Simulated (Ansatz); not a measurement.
Computed properties of B$_{2}$CO

B2CO:
```
CELL_PARAMETERS angstrom
      2.64821     0.00000     0.00000
      0.00000     2.64821     0.00000
      0.00000     0.00000     3.66091
ATOMIC_POSITIONS crystal
  B  0.00000 0.50000 0.22794
  B  0.50000 0.00000 0.77206
  C  0.00000 0.00000 0.00000
  O  0.50000 0.50000 0.50000
```

Space group P-4m2 (No. 115); conventional cell a = 2.648 Å, b = 2.648 Å, c = 3.661 Å, α = 90.00°, β = 90.00°, γ = 90.00°.

Method: plane-wave PAW r²SCAN (Ansatz code). The cell and atoms are relaxed at this level. Other levels are named where they apply.

Cell and energy:

```yaml
volume_per_atom: 6.42 Å³
density: 3.21 g/cm³
Formation energy from the elements (no fitted shifts): -0.93 eV/atom
```

Electronic structure:

```yaml
band_gap: 2.19 eV (indirect)
valence_band_maximum: at Γ
conduction_band_minimum: at M
smallest_direct_gap_on_the_standard_path: 3.04 eV
electron_effective_mass: 0.33, 0.33, 0.35 mₑ (principal values)
Hole effective mass, band 1 of 2 at the edge: 20 along x, 0.72 along z (mₑ)
Hole effective mass, band 2 of 2 at the edge: 0.41 along x, 0.72 along z (mₑ)
HSE06 gap on the r²SCAN cell: 2.86 eV
```

Mechanics:

```yaml
Bulk modulus (Birch–Murnaghan fit): 299 GPa
Pressure derivative B′: 3.7
Elastic constants (relaxed ions, GPa): C11 = 728, C12 = 46.7, C13 = 139, C33 = 588, C44 = 90.1, C66 = 262
mechanical_stability: stable (all eigenvalues of C positive)
hill_bulk_and_shear_moduli: 299 and 177 GPa
Young's modulus: 443 GPa
Poisson's ratio: 0.25
debye_temperature_from_the_elastic_constants: 1320 K
Piezoelectric stress constants (proper, relaxed ions, C/m²): e15 = -5.51, e24 = 5.51, e31 = -1.60, e32 = 1.60
```

Charges:

```yaml
bader_charges: B +2.11, C -2.65, O -1.56 e
```

The start of the workflow was typed in or built on a structure type; neither database checked (COD, Materials Project) lists it. Its standing as an ambient phase is unchecked. The r²SCAN relaxation kept the symmetry of its start; its stability against distortions is not shown here. Signs of piezoelectric constants follow the polarity of the cell as given. The references are the lowest solids computed at this level, not always the standard phases (solids in place of the gases).

Potentials: the earlier of the program's two PAW sets.
